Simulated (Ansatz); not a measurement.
The following input was run with Ansatz 0.2.0.

```yaml
crystal:
  lattice:
    - [6.7275241849, 0.0, 0.0]
    - [-3.3637620924, 5.8262068487, 0.0]
    - [0.0, 0.0, 12.3592511138]
  atoms:
    - { symbol: Ba, position: [0.0, 0.0, 0.0] }
    - { symbol: Ba, position: [0.6666666667, 0.3333333333, 0.2222222222] }
    - { symbol: Ba, position: [0.3333333333, 0.6666666667, 0.1111111111] }
    - { symbol: Ba, position: [0.0, 0.0, 0.3333333333] }
    - { symbol: Sr, position: [0.6666666667, 0.3333333333, 0.5555555556] }
    - { symbol: Sr, position: [0.3333333333, 0.6666666667, 0.4444444444] }
    - { symbol: Sr, position: [0.0, 0.0, 0.6666666667] }
    - { symbol: Sr, position: [0.6666666667, 0.3333333333, 0.8888888889] }
    - { symbol: Sr, position: [0.3333333333, 0.6666666667, 0.7777777778] }
basis:
  ecutwfc: 420
kpoints:
  mp_grid: { grid: [6, 6, 4] }
hamiltonian:
  xc: pbesol
scf:
  occupations: { method: gaussian, width: 0.1 }
output:
  forces: true
  stress: true
  eigenvalues: true
  populations: true
relax:
  adjacent_minimum: "off"
  f_tol: 0.01
  max_steps: 45
  cell: { stress_tol: 0.05 }
```

Run as
```bash
ansatz run input.yaml --threads 2 --pin off --max-ram 5120MiB --backend cpu --events-out ev --progress --plain --runs-dir out
```

Computed with DFT PBEsol, scalar-relativistic, plane waves, PAW in Ansatz 0.2.0.

From the run's log, abridged (final results; tables in files aren't shown):

```
SCF 4 converged in 5 iterations: F = -40911.525340 eV  dr2 = 2.37e-11
SCF converged after 5 iterations
Free energy (F): -40911.525340 eV
Harris-Foulkes:  -40911.525340 eV  (|F-HF|=7.28e-12)
Internal energy: -40911.483239 eV  (E = F + TS)
E sigma→0 (E₀):  -40911.504289 eV
Entropy (-TS):   -0.042101 eV (-4.678 meV/atom)
Fermi energy:    5.908179 eV
--- Per-component energies (eV) ---
  E_band       = -961.510071
  E_kinetic    = 1877.149220
  E_local      = -5193.826648  (includes V_loc(G=0)·N_el)
  E_nonlocal   = 1255.917700
  E_hartree    = 1392.423254
  E_xc         = -1509.771792
  E_vxc        = -1328.986822  (∫ρ·V_xc dr)
  E_paw        = -33785.033045  (= ΣΔE_a)
  E_vpaw       = -356.610019  (= ΣTr[D̂ρ^β])
  E_aug_tail   = -0.000015  (compensation charges beyond the density's cutoff)
  E_ewald      = -4949.619382
  E_core_change = 1.277470  (= ΣΔE_core)
  E_smearing   = -0.042101  (= −TS)
--- Forces (eV/Å), atoms counted from 1 ---
  atom   1  Ba     0.00000000     0.00000000     0.00031787
  atom   2  Ba     0.00000000     0.00000000     0.00082014
  atom   3  Ba     0.00000000     0.00000000    -0.00082014
  atom   4  Ba     0.00000000     0.00000000    -0.00031787
  atom   5  Sr     0.00000000     0.00000000     0.00046678
  atom   6  Sr     0.00000000     0.00000000    -0.00166891
  atom   7  Sr     0.00000000     0.00000000     0.00000000
  atom   8  Sr     0.00000000     0.00000000     0.00166891
  atom   9  Sr     0.00000000     0.00000000    -0.00046678
--- Stress (GPa, compression-positive) ---
        0.007371       0.000000       0.000000
        0.000000       0.007371       0.000000
        0.000000       0.000000       0.014742
  P = ⅓ Tr σ = 0.0098 GPa (0.098 kbar)
--- Band table (eV; the first three rows and the last of 24) ---
  k-point 0: bands = ["-30.5011", "-30.4809", "-30.4801", "-30.4495", "-30.4480", "-22.7287", "-22.6924", "-22.6668", "-22.6360", "-12.5529", "-12.5529", "-12.5285", "-12.5257", "-12.5257", "-12.5253", "-12.5159", "-12.4801", "-12.4801", "-12.4357", "-12.4277", "-12.4265", "-12.4265", "-12.4016", "-12.4016", "-8.0791", "-8.0791", "-8.0099", "-8.0099", "-8.0042", "-7.8683", "-7.8591", "-7.8158", "-7.8158", "-7.7645", "-7.6360", "-7.6360", "2.5224", "3.8476", "3.9797", "5.4630", "5.4630", "5.8799", "5.8799", "5.9386", "6.0062", "6.1995", "6.1995", "6.2028", "6.2028", "6.2393", "6.4119", "6.5184", "6.5184", "6.5917"]
  k-point 1: bands = ["-30.5011", "-30.4809", "-30.4801", "-30.4495", "-30.4480", "-22.7287", "-22.6924", "-22.6668", "-22.6360", "-12.5529", "-12.5529", "-12.5290", "-12.5257", "-12.5257", "-12.5255", "-12.5160", "-12.4802", "-12.4802", "-12.4355", "-12.4271", "-12.4265", "-12.4265", "-12.4016", "-12.4016", "-8.0790", "-8.0790", "-8.0099", "-8.0099", "-8.0019", "-7.8686", "-7.8591", "-7.8158", "-7.8158", "-7.7667", "-7.6360", "-7.6360", "2.5954", "3.4072", "4.5145", "5.4395", "5.4395", "5.7308", "5.9361", "5.9361", "6.0809", "6.1433", "6.1433", "6.1850", "6.2657", "6.2657", "6.5165", "6.5233", "6.5233", "6.5798"]
  k-point 2: bands = ["-30.5011", "-30.4809", "-30.4801", "-30.4495", "-30.4480", "-22.7288", "-22.6924", "-22.6669", "-22.6360", "-12.5529", "-12.5529", "-12.5294", "-12.5257", "-12.5257", "-12.5257", "-12.5162", "-12.4802", "-12.4802", "-12.4352", "-12.4265", "-12.4265", "-12.4264", "-12.4016", "-12.4016", "-8.0790", "-8.0790", "-8.0100", "-8.0100", "-7.9997", "-7.8689", "-7.8591", "-7.8158", "-7.8158", "-7.7690", "-7.6361", "-7.6361", "2.7105", "3.1466", "5.1092", "5.1866", "5.4193", "5.4193", "6.0099", "6.0099", "6.0943", "6.0943", "6.1775", "6.2922", "6.3072", "6.3072", "6.5341", "6.5341", "6.5697", "6.5697"]
  k-point 23: bands = ["-30.4972", "-30.4815", "-30.4815", "-30.4497", "-30.4497", "-22.6962", "-22.6811", "-22.6737", "-22.6737", "-12.5745", "-12.5745", "-12.5574", "-12.5389", "-12.5123", "-12.5123", "-12.4812", "-12.4563", "-12.4563", "-12.4462", "-12.4462", "-12.4155", "-12.4140", "-12.4118", "-12.4118", "-8.1592", "-8.1046", "-8.1046", "-7.9627", "-7.9627", "-7.8944", "-7.8088", "-7.7764", "-7.7764", "-7.6769", "-7.6769", "-7.6694", "4.2600", "4.2600", "4.4001", "4.6721", "4.6721", "4.9172", "5.4171", "5.4171", "5.4910", "6.3030", "6.3030", "6.4194", "6.7131", "6.7131", "6.7291", "6.7821", "6.7833", "6.7833"]
--- Relaxed structure (3 steps of the walk, 3 accepted, 1 SCFs on fresh bases) ---
  F+E_penalty+E_count = -40911.52534007 eV   max|allowed force component| = 1.669e-3 eV/Å   (the final SCF, on the basis selected at the relaxed cell)
  cell:  # Å, volume = 486.3644 Å³
    - [6.73570613, 0.0, 0.0]
    - [-3.36785306, 5.83329262, 0.0]
    - [0.0, 0.0, 12.37841132]
  atoms:
    - { symbol: Ba, position: [0.0, 0.0, -0.00249730] }
    - { symbol: Ba, position: [0.66666666, 0.33333333, 0.22368917] }
    - { symbol: Ba, position: [0.33333333, 0.66666666, 0.10964416] }
    - { symbol: Ba, position: [0.0, 0.0, 0.33583063] }
    - { symbol: Sr, position: [0.66666666, 0.33333333, 0.55788426] }
    - { symbol: Sr, position: [0.33333333, 0.66666666, 0.44721794] }
    - { symbol: Sr, position: [0.0, 0.0, 0.66666666] }
    - { symbol: Sr, position: [0.66666666, 0.33333333, 0.88611538] }
    - { symbol: Sr, position: [0.33333333, 0.66666666, 0.77544906] }
--- Löwdin populations: 9 sites ---
  site symbol q [e]
     0     Ba      9.4044
     1     Ba      9.3818
     2     Ba      9.3818
     3     Ba      9.4044
     4     Sr      9.5291
     5     Sr      9.5148
     6     Sr      9.5427
     7     Sr      9.5148
     8     Sr      9.5291
  spilling = 0.053302 (of n_electrons = 90.000000)
```

The relaxation met its thresholds.

It took 96 s on 2 threads of Intel(R) Xeon(R) Platinum 8488C (Sapphire Rapids), on a shared host, peak memory 1.1 GiB.